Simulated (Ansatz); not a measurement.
CoGe (zincblende type), DFT, LDA, PAW with Ansatz's default frozen-core files, scalar-relativistic (Ansatz 0.2.0), on 1 thread of AMD EPYC 9R45 96-Core Processor (Zen 5) (shared host).

Command: `ansatz run input.yaml --threads 1 --pin off --max-ram 3072MiB --backend cpu --events-out ev --progress --plain --runs-dir out`

```yaml
crystal:
  lattice:
    - [0.0, 1.9666253104, 1.9666253104]
    - [1.9666253104, 0.0, 1.9666253104]
    - [1.9666253104, 1.9666253104, 0.0]
  atoms:
    - { symbol: Co, position: [0.0, 0.0, 0.0], spin: 1.7 }
    - { symbol: Ge, position: [0.25, 0.25, 0.25] }
magnetization:
  spin_polarized: true
kpoints:
  mp_grid: { grid: [13, 13, 13] }
  band_path:
    path:
      - [0.0, 0.0, 0.0]
      - [-0.5, -0.5, 0.0]
      - [-0.375, -0.375, 0.25]
      - [-0.375, 0.0, 0.375]
      - [0.0, 0.0, 0.0]
      - [0.0, 0.0, 0.5]
      - [-0.5, -0.25, 0.25]
      - [-0.5, -0.5, 0.0]
    npoints: 8
scf:
  occupations: { method: fermi_dirac, width: 0.05 }
hamiltonian:
  xc: lda
  pseudopotentials: { kind: paw }
output:
  forces: true
  stress: true
  eigenvalues: true
  populations: true
  dos: { projected: true, de: 0.2, e_range: [-14, 8] }
```

Q: How large is the problem that the program sets up?

A: 84 irreducible k-points, 307 plane waves at Γ, 21 bands.

Q: About how long does it take?

A: 3.6 s of wall time for 11 SCF iterations. Times on shared machines scatter by tens of per cent.
